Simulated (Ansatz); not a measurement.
The elements of this relaxed trial crystal are hidden behind letters.

```
lattice vectors (Å)
   4.7991    0.0000    0.0000
   0.0166    4.8595    0.0000
   1.0946    0.5891    4.8276
fractional positions
X 0.3619 0.1758 0.3553
X 0.7872 0.2596 0.6923
X 0.6950 0.6542 0.0696
Z 0.6197 0.7628 0.5736
Z 0.8851 0.1320 0.1911
Z 0.1564 0.6700 0.3547
Z 0.2523 0.4213 0.8661
Q 0.2423 0.9243 0.8972
```

Theory: DFT PBE, scalar-relativistic, plane waves, PAW (Ansatz 0.2.0). The final run on the 8-atom cell used 420 eV, a Γ-centred 8×8×8 mesh, 0.10 eV smearing and no spin polarisation.

* Space group: P1 (No. 1)
* Conventional cell: a = 4.799 Å, b = 4.860 Å, c = 4.985 Å, α = 83.2°, β = 77.3°, γ = 89.8°
* Volume per atom: 14.07 Å³
* Density: 4.64 g/cm³
* Formation energy: −0.56 eV/atom
* Gap on the 8×8×8 mesh of the 8-atom cell: 0 eV (a metal)

Energies are uncorrected and count from the elements' standard states at the same level.

Q: X is a d-block element of period 4, Z is a p-block element of period 3 and Q is a d-block element of period 4. Which elements are they?

A: X = Ti, Z = Si, Q = Ni, so the formula is Ti3Si4Ni. Density times volume gives a mean mass of 4.64 × 14.07/1.6605 = 39.3 u per atom, and this set has 39.3 u. Around Ti on its first site lie 7 Si at 2.48–2.88 Å, 2 Ni at 2.77–2.88 Å and 3 Ti at 2.87–2.97 Å; around Si on its first site lie 1 Ni at 2.35 Å, 4 Si at 2.51–2.74 Å and 5 Ti at 2.57–2.72 Å; around Ni lie 5 Si at 2.31–2.47 Å and 6 Ti at 2.77–3.00 Å; 5 more sites not described. Other sets within the hints have nearly the same mass, so mass alone doesn't settle it; this one was computed.

Trial moments died out on the coarse mesh, so the last step has no spin; another magnetic start might hold. This cell was reached by moving the atoms of another relaxed cell at random and relaxing again, last within the group found; it had no such test of its own.
